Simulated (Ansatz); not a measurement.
# ZrGeS, first-principles data

ZrGeS:
```yaml
crystal:
  lattice:
    - [3.64004, 0.00000, 0.00000]
    - [0.00000, 3.64004, 0.00000]
    - [0.00000, 0.00000, 8.06473]
  atoms:
    - { symbol: Zr, position: [0.00000, 0.50000, 0.72533] }
    - { symbol: Zr, position: [0.50000, 0.00000, 0.27467] }
    - { symbol: Ge, position: [0.50000, 0.50000, 0.00000] }
    - { symbol: Ge, position: [0.00000, 0.00000, 0.00000] }
    - { symbol: S, position: [0.00000, 0.50000, 0.37840] }
    - { symbol: S, position: [0.50000, 0.00000, 0.62160] }
```

Space group P4/nmm (No. 129); conventional cell a = 3.640 Å, b = 3.640 Å, c = 8.065 Å, α = 90.00°, β = 90.00°, γ = 90.00°.

Method: the program Ansatz at the r²SCAN level (PAW). Structure relaxed to zero pressure with the same functional. Other levels are named where they apply.

Cell and energy:

* **Volume per atom**: 17.81 Å³
* **Density**: 6.09 g/cm³
* **Formation energy from the elements (no fitted shifts)**: -1.31 eV/atom

Electronic structure:

- Electronic character = metallic (no gap)
- Density of states at the Fermi level = 0.07 states/eV per atom (mean over ±0.08 eV)

The first step of the workflow began from a Materials Project structure, measured or hypothetical; the Crystallography Open Database files this formula in space group No. 129, but the cells were not matched. Its standing as an ambient phase is unchecked. The r²SCAN relaxation kept the symmetry of its start; its stability against distortions is not shown here. No spin polarisation was allowed. The references are the lowest solids computed at this level, not always the standard phases. Scalar-relativistic: spin–orbit coupling is off unless named, which matters more the heavier the elements.

Potentials: the earlier of the program's two PAW sets.
